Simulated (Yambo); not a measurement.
Yambo run on NaAuO$_{2}$ (space group Cmcm, No. 63). The wavefunctions are LDA (Quantum ESPRESSO, PseudoDojo norm-conserving, 88 Ry, scalar-relativistic) ones on a 4×4×2 mesh (40 occupied bands); a = 5.973 Å, b = 5.973 Å, c = 5.981 Å, α = 90.00°, β = 90.00°, γ = 143.11°.

Yambo input:

```
rim_cut
gw0
dyson
el_el_corr
HF_and_locXC
cohsex
em1s
RandQpts= 1000000
RandGvec= 1 Ry
EXXRLvcs= 88 Ry
VXCRLvcs= 352 Ry
Chimod= "HARTREE"
% BndsRnXs
 11 | 155 |
%
NGsBlkXs= 6 Ry
% LongDrXs
 1.0 | 1.0 | 1.0 |
%
ExtendOut
% QPkrange
 1 | 1 | 40 | 40 |
 14 | 14 | 40 | 41 |
%
```

k points by index: 1 = Γ, 14 = (-0.5, -0.5, -0.5).

The o-*.qp file then holds:

```
#    K-point    Band    Eo [eV]    E [eV]    E-Eo [eV]    Vxc [eV]    Vnlxc [eV]    Sc|Eo [eV]    Re(Z)    Im(Z)
#
    1    40    0.000000    -2.147323    -2.147323    -21.01983    -26.84452    3.677366    1.000000    0.000000
    14    40    -0.609365    -2.855393    -2.246029    -20.51415    -26.55212    3.791944    1.000000    0.000000
    14    41    0.889124    1.437659    0.548535    -19.61476    -15.65680    -3.409427    1.000000    0.000000
```
(The two width columns are left out.) Convergence of these settings isn't established.

Spin-orbit coupling is not included.

Geometry of the Materials Project entry, not relaxed at this level.

The structure is a Materials Project entry; no match was found in the copy of COD used, and its stability was not checked.
